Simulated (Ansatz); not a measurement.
The cell below belongs to a search over invented structures; it isn't taken from experiment.

Input and command of a plane-wave DFT calculation in Ansatz:

```yaml
crystal:
  lattice:
    - [2.7663374617, 0.0, 0.0]
    - [-1.3831687308, 2.3957185173, 0.0]
    - [0.0, 0.0, 11.9325712088]
  atoms:
    - { symbol: Al, position: [0.3333333333, 0.6666666667, 0.3324826633] }
    - { symbol: Al, position: [0.3333333333, 0.6666666667, 0.6675173367] }
    - { symbol: Cu, position: [0.6666666667, 0.3333333333, 0.1668440885] }
    - { symbol: Cu, position: [0.6666666667, 0.3333333333, 0.5] }
    - { symbol: Cu, position: [0.6666666667, 0.3333333333, 0.8331559115] }
    - { symbol: Cu, position: [0.3333333333, 0.6666666667, 0.0] }
basis:
  ecutwfc: 420
kpoints:
  mp_grid: { grid: [18, 18, 4] }
hamiltonian:
  xc: pbe
scf:
  occupations: { method: gaussian, width: 0.1 }
output:
  forces: true
  stress: true
  eigenvalues: true
relax:
  adjacent_minimum: "off"
  f_tol: 0.01
  max_steps: 80
  cell: { stress_tol: 0.05 }
```

```bash
ansatz run input.yaml --threads 1 --pin off --max-ram 2560MiB --backend cpu --events-out ev --progress --plain --runs-dir out
```

Processor: AMD EPYC 7R13 Processor (Zen 3), 1 thread, on a host shared with other jobs.

**Question.** Estimate time, memory and problem size.

**Answer.** About 2.5 min, peak memory 0.62 GiB. It solves 50 bands at 111 k points (after reduction by symmetry) with about 1559 plane waves (on the last cell), in 39 SCF iterations over 5 ionic steps.
